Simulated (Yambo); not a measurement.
## Optical response of Rh

```
CELL_PARAMETERS angstrom
      0.00000     1.90298     1.90298
      1.90298     0.00000     1.90298
      1.90298     1.90298     0.00000
ATOMIC_POSITIONS crystal
  Rh 0.00000 0.00000 0.00000
```

Yambo, RPA with local fields on PBEsol bands; 18×18×18 mesh, 23 bands, 4 Ry local-field block, 0.25 eV broadening; field along x.

```json
[
 {"E (eV)": "0.6", "Im ε": "58.1", "Im ε, independent particles": "58.3"},
 {"E (eV)": "1.2", "Im ε": "50.8", "Im ε, independent particles": "50.9"},
 {"E (eV)": "1.9", "Im ε": "30.5", "Im ε, independent particles": "30.6"},
 {"E (eV)": "2.5", "Im ε": "19.5", "Im ε, independent particles": "19.5"},
 {"E (eV)": "3.1", "Im ε": "15.2", "Im ε, independent particles": "15.2"},
 {"E (eV)": "3.8", "Im ε": "8.06", "Im ε, independent particles": "8.02"},
 {"E (eV)": "4.4", "Im ε": "5.09", "Im ε, independent particles": "5.08"},
 {"E (eV)": "5.0", "Im ε": "4.27", "Im ε, independent particles": "4.27"},
 {"E (eV)": "5.6", "Im ε": "3.44", "Im ε, independent particles": "3.46"},
 {"E (eV)": "6.2", "Im ε": "3.04", "Im ε, independent particles": "3.07"},
 {"E (eV)": "6.9", "Im ε": "2.32", "Im ε, independent particles": "2.35"},
 {"E (eV)": "7.5", "Im ε": "1.73", "Im ε, independent particles": "1.76"},
 {"E (eV)": "8.1", "Im ε": "1.58", "Im ε, independent particles": "1.61"},
 {"E (eV)": "8.8", "Im ε": "1.38", "Im ε, independent particles": "1.40"},
 {"E (eV)": "9.4", "Im ε": "1.75", "Im ε, independent particles": "1.75"},
 {"E (eV)": "10.0", "Im ε": "1.87", "Im ε, independent particles": "1.88"},
 {"E (eV)": "10.6", "Im ε": "2.45", "Im ε, independent particles": "2.43"},
 {"E (eV)": "11.2", "Im ε": "2.66", "Im ε, independent particles": "2.64"},
 {"E (eV)": "11.9", "Im ε": "2.29", "Im ε, independent particles": "2.27"},
 {"E (eV)": "12.5", "Im ε": "2.53", "Im ε, independent particles": "2.53"},
 {"E (eV)": "13.1", "Im ε": "2.19", "Im ε, independent particles": "2.21"},
 {"E (eV)": "13.8", "Im ε": "2.22", "Im ε, independent particles": "2.30"},
 {"E (eV)": "14.4", "Im ε": "2.05", "Im ε, independent particles": "2.16"},
 {"E (eV)": "15.0", "Im ε": "2.11", "Im ε, independent particles": "2.25"},
 {"E (eV)": "15.6", "Im ε": "1.95", "Im ε, independent particles": "2.12"},
 {"E (eV)": "16.2", "Im ε": "2.05", "Im ε, independent particles": "2.26"},
 {"E (eV)": "16.9", "Im ε": "1.98", "Im ε, independent particles": "2.21"},
 {"E (eV)": "17.5", "Im ε": "2.01", "Im ε, independent particles": "2.33"},
 {"E (eV)": "18.1", "Im ε": "1.97", "Im ε, independent particles": "2.39"},
 {"E (eV)": "18.8", "Im ε": "2.48", "Im ε, independent particles": "3.18"},
 {"E (eV)": "19.4", "Im ε": "2.88", "Im ε, independent particles": "3.58"},
 {"E (eV)": "20.0", "Im ε": "3.23", "Im ε, independent particles": "3.92"}
]
```

Only interband transitions are included: the Drude term is missing, so nothing below about 0.6 eV and no real part is shown. Structure narrower than a few tenths of an eV can come from the finite k mesh.

Spin-orbit coupling is not included.

Geometry of the Materials Project entry, not relaxed at this level.
